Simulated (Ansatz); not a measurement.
# Bi₂Pd, first-principles data

Bi2Pd:
```cif
data_Bi4Pd2
_chemical_formula_sum 'Pd2 Bi4'
_space_group_name_H-M_alt 'I4/mmm'
_space_group_IT_number 139
_space_group_name_Hall '-I 4 2'
_cell_length_a 3.36074
_cell_length_b 3.36074
_cell_length_c 12.81246
_cell_angle_alpha 90.000
_cell_angle_beta 90.000
_cell_angle_gamma 90.000
loop_
_atom_site_label
_atom_site_type_symbol
_atom_site_symmetry_multiplicity
_atom_site_Wyckoff_symbol
_atom_site_fract_x
_atom_site_fract_y
_atom_site_fract_z
_atom_site_occupancy
Pd1 Pd 2 a 0.00000 0.00000 0.00000 1
Bi1 Bi 4 e 0.00000 0.00000 0.36336 1
```
(The calculation used a cell of 3 atoms; values per cell refer to that cell.)

Space group I4/mmm (No. 139), MoSi2 or CaC2 type; conventional cell a = 3.3607 Å, b = 3.3607 Å, c = 12.8125 Å, α = 90.00°, β = 90.00°, γ = 90.00°.

Method: PBEsol (plane waves, PAW; program Ansatz). The cell and atoms are relaxed at this level. Other levels are named where they apply.

### Cell and energy

```yaml
volume_per_atom: 24.12 Å³
density: 12.03 g/cm³
Formation energy from the elements (no fitted shifts): -0.23 eV/atom
```

### Electronic structure

```yaml
electronic_character: metallic (no gap)
Density of states at the Fermi level: 0.43 states/eV per atom (mean over ±0.08 eV)
Gap with spin–orbit coupling: none (metallic)
```

### Mechanics

```yaml
Bulk modulus (Birch–Murnaghan fit): 61.2 GPa
Pressure derivative B′: 8.1
```

### Phonons

```yaml
highest_zone_centre_frequency: 105 cm^-1
zone_centre_stability: no imaginary mode at Γ
```

The workflow started from an entry of the Crystallography Open Database (COD), which files this formula under 2 space groups. Whether it is the stable phase at ambient conditions was not checked. Symmetry was held in the PBEsol relaxation. No spin polarisation was allowed. As this level gives no gap, phonon frequencies hold no LO–TO term and depend on the k-mesh and smearing (Fermi–Dirac, 0.1 eV here). Axis ratios of metals converge slowly with the k-mesh, so a and c are less sure than the volume. The references are the lowest solids computed at this level, not always the standard phases. Spin–orbit coupling is left out wherever it is not named.

Potentials: the later of the program's two PAW sets.
